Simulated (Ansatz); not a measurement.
ZrSi:
```
ZrSi
1.0
    1.85280    -4.90949     0.00000
    1.85280     4.90949     0.00000
    0.00000     0.00000     3.71784
Zr Si
2 2
Direct
  0.64534   0.35466   0.75000
  0.35466   0.64534   0.25000
  0.92137   0.07863   0.75000
  0.07863   0.92137   0.25000
```

Relaxed with LDA. Special points in fractions of this cell's reciprocal vectors: Γ (0.000, 0.000, 0.000); Y (-0.500, 0.500, 0.000); C0 (-0.286, 0.714, 0.000); Σ0 (0.286, 0.286, 0.000); Z (0.000, 0.000, 0.500); A0 (0.286, 0.286, 0.500); E0 (-0.286, 0.714, 0.500); T (-0.500, 0.500, 0.500); S (0.000, 0.500, 0.000); R (0.000, 0.500, 0.500).

**Question.** List the band energies nearest the Fermi level at these points for the program Ansatz at the LDA level (PAW).

**Answer.** In eV from the Fermi level; about four levels below and three above (degenerate sets whole), none deeper than 8.9 eV; points with the same levels are listed once.

```json
[
 {"k": "Γ", "below": "-2.72 -2.59 -2.43 -0.83", "above": "0.50 0.50 1.14"},
 {"k": "Y", "below": "-2.91 -2.42 -2.12 -1.88", "above": "0.43 1.12 1.29"},
 {"k": "C0", "below": "-3.34 -2.48 -1.13 -0.50", "above": "0.17 0.79 1.57"},
 {"k": "Z", "below": "-2.66 -2.66 -2.02 -2.02", "above": "2.77 2.77 2.95 2.95"},
 {"k": "A0", "below": "-2.85 -2.85 -1.32 -1.32", "above": "1.82 1.82 3.37 3.37"},
 {"k": "T", "below": "-1.97 -1.97 -1.32 -1.32", "above": "0.60 0.60 1.48 1.48"},
 {"k": "S", "below": "-3.61 -2.62 -1.40 -0.49", "above": "0.53 0.99 2.37"},
 {"k": "R", "below": "-3.16 -3.16 -1.34 -1.34", "above": "2.56 2.56 3.45 3.45"}
]
```

Space group Cmcm. The workflow started from a Materials Project entry (that database holds measured and hypothetical structures alike); the Crystallography Open Database files this formula in space group No. 63, but the cells were not matched. Whether it is the stable phase at ambient conditions was not checked. The LDA relaxation kept the symmetry of its start; of distortions, only those at the zone centre were tested. The run is not spin-polarised. Scalar-relativistic: spin–orbit coupling is off unless named, which matters more the heavier the elements.

Potentials: the later of the program's two PAW sets.
